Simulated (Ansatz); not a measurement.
# YTe: a vibration from a frozen displacement

All numbers below come from DFT PBEsol, scalar-relativistic, plane waves, PAW (Ansatz 0.2.0). Cutoff 420 eV, Γ-centred 14×14×14 k-points, Gaussian smearing of 0.15 eV. Spin–orbit coupling is left out, which matters for the heavy elements here. No spin polarisation. Energies are free energies at this smearing, counted from the undisturbed cell; pressure is positive in compression.

The starting cell (as given, not relaxed at this level; it stands at -0.5 GPa, and it needn't be the usual structure):

```yaml
crystal:
  lattice:
    - [0.00000, 3.04750, 3.04750]
    - [3.04750, 0.00000, 3.04750]
    - [3.04750, 3.04750, 0.00000]
  atoms:
    - { symbol: Y, position: [0.00000, 0.00000, 0.00000] }
    - { symbol: Te, position: [0.50000, 0.50000, 0.50000] }
```

Every Te atom is moved by x along the Cartesian unit vector (0.000, 0.000, 1.000); the cell and all other atoms stay fixed. The cell's volume is 56.61 Å³; the moved atoms weigh 127.600 u together and the others 88.906 u. Some rows repeat others by symmetry and weren't run.

```
  x (Å)  ΔE (meV/cell) total force on the moved atoms along the move (eV/Å) pressure (GPa)
-0.5000         952.29                                                4.7456          7.4026
-0.4375         687.47                                                3.7599          5.3755
-0.3750         478.93                                                2.9370          3.7062
-0.3125         317.61                                                2.2462          2.3632
-0.2500         195.71                                                1.6717          1.3099
-0.1875         106.85                                                1.1837          0.5146
-0.1250          46.49                                                0.7563         -0.0413
-0.0625          11.48                                                0.3689         -0.3702
 0.0000           0.00                                                0.0000         -0.4794
 0.0625          11.48                                               -0.3689         -0.3702
 0.1250          46.49                                               -0.7563         -0.0413
 0.1875         106.85                                               -1.1837          0.5146
 0.2500         195.71                                               -1.6717          1.3099
 0.3125         317.61                                               -2.2462          2.3632
 0.3750         478.93                                               -2.9370          3.7062
 0.4375         687.47                                               -3.7599          5.3755
 0.5000         952.29                                               -4.7456          7.4026
```

**Question.** What frequency belongs to this motion?

**Answer.** The force constant is k = −dF/dx = 5.902 eV/Å², from the parabola through x = -0.0625, 0 and 0.0625. In every cell the moved atoms swing against the rest, so the mass is μ = m₁m₂/(m₁ + m₂) = 52.398 u, and ν̃ = 521.5 cm⁻¹ × √(|k|/μ) = 175 cm⁻¹. To first order in x, and within 1 %, the force on every atom lies along the move and, within each of the two groups, in proportion to the atom's mass, so this is itself a mode at the zone centre of this cell.

**Question.** How far does the harmonic law reach?

**Answer.** At x = -0.500 Å, kx²/2 = 737.80 meV against the computed 952.29 meV (+29.1 %): the well stiffens in this direction at large amplitude.

**Question.** The pressure changes with x². What does that say about the frequency under compression?

**Answer.** With E = k(V)x²/2, k ∝ V^(−2γ) and x scaling with the cell as V^(1/3), P − P0 = −∂E/∂V = (2γ − 2/3) ΔE/V. At x = 0.1250 Å, V(P − P0) = 56.61 × 0.43810 / 160.2 eV = 154.78 meV and ΔE = 46.49 meV, so γ = 1/3 + V(P − P0)/(2ΔE) = 2.00. This is the Grüneisen parameter of the motion under uniform scaling of the cell: shrinking the cell evenly by 1 % in volume raises the frequency by about 2.00 %.

In a metal these slopes depend on the k mesh and the smearing.